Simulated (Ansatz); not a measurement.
## CsSnI3: Sn-119 Mössbauer parameters

Cell: a computed structure from the Materials Project (it need not be an observed phase), taken as it stands.

```cif
data_CsSnI3
_symmetry_space_group_name_H-M 'Pnma'
_symmetry_Int_Tables_number 62
_cell_length_a 8.6778
_cell_length_b 12.6239
_cell_length_c 8.7297
_cell_angle_alpha 90.000
_cell_angle_beta 90.000
_cell_angle_gamma 90.000
loop_
_atom_site_label
_atom_site_type_symbol
_atom_site_symmetry_multiplicity
_atom_site_Wyckoff_symbol
_atom_site_fract_x
_atom_site_fract_y
_atom_site_fract_z
Cs Cs 4 c 0.9950 0.7500 0.0094
Sn Sn 4 b 0.5000 0.0000 0.0000
I9 I 8 d 0.7024 0.9917 0.7028
I13 I 4 c 0.5004 0.2500 0.9802
```

One atom of each set is listed.

The numbers come from a DFT calculation in Ansatz (PBE, plane waves and PAW, scalar-relativistic, 420 eV cutoff, Γ-centred 4×3×3 k-points, Fermi–Dirac smearing 0.02 eV).

Isomer shifts (against SnO₂) follow from the electron density at the nucleus, δ = α(ρ − ρ₀), with α = 0.099 mm s⁻¹ a₀³ and ρ₀ = 183191.44 a₀⁻³ from a line fitted to 8 measured compounds at this level of theory (rms miss 0.12 mm/s). ΔE_Q = ½eQV_zz(1 + η²/3)^½ with Q = -0.132 b for the 23.9 keV state.

(1) Where do the absorption lines lie?

Answers

(1) Sn (4 atoms a cell): δ = 3.81, |ΔE_Q| = 0.10 mm/s, a doublet too narrow to resolve, seen as one line at 3.81 mm/s.

Without spin–orbit coupling the gradients at and beside I can be off by some per cent, at some sites by more. Shifts outside the range of the fitted compounds (-0.5 to 3.2 mm/s for Sn) are extrapolations.
